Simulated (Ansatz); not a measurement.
AlGa3N4:
```xyz
8
Lattice="3.1952 0.0000 0.0000 -1.5976 2.7671 0.0000 0.0000 0.0000 10.3876" Properties=species:S:1:pos:R:3 pbc="T T T"
Ga     1.5976     0.9224     0.0255
N      1.5976     0.9224     2.0017
Ga     0.0000     0.0000     2.6536
N      0.0000     0.0000     4.6307
Ga     1.5976     0.9224     5.2863
N      1.5976     0.9224     7.2691
Al     0.0000     0.0000     7.8427
N      0.0000     0.0000     9.7496
```

Relaxed with PBE. Special points in fractions of this cell's reciprocal vectors: Γ (0.000, 0.000, 0.000); M (0.500, 0.000, 0.000); K (0.333, 0.333, 0.000); A (0.000, 0.000, 0.500); L (0.500, 0.000, 0.500); H (0.333, 0.333, 0.500).

Question: List the band energies nearest the valence-band maximum at these points for the program Ansatz at the PBE level (PAW).

Answer: In eV from the valence-band maximum; about four levels below and three above (degenerate sets whole), none deeper than 8.9 eV; points with the same levels are listed once.

| k | below | above |
|---|---|---|
| Γ | -0.40 -0.40 -0.11 0.00 0.00 | 2.14 4.25 4.38 |
| M | -1.87 -1.78 -1.65 -0.94 | 4.32 4.55 5.12 |
| K | -2.77 -2.62 -1.39 -1.28 | 5.04 6.27 6.47 |
| A | -0.28 -0.28 -0.05 -0.05 | 3.10 3.44 4.45 |
| L | -1.68 -1.50 -1.27 -1.18 | 4.09 4.55 5.15 |
| H | -2.14 -2.05 -1.99 -1.94 | 5.65 5.93 6.82 |

Space group P3m1. The start of the workflow was typed in or built on a structure type; neither database checked (COD, Materials Project) lists it. Its standing as an ambient phase is unchecked. The PBE relaxation kept the symmetry of its start; its stability against distortions is not shown here. Scalar-relativistic: spin–orbit coupling is off unless named, which matters more the heavier the elements.

Potentials: the earlier of the program's two PAW sets.
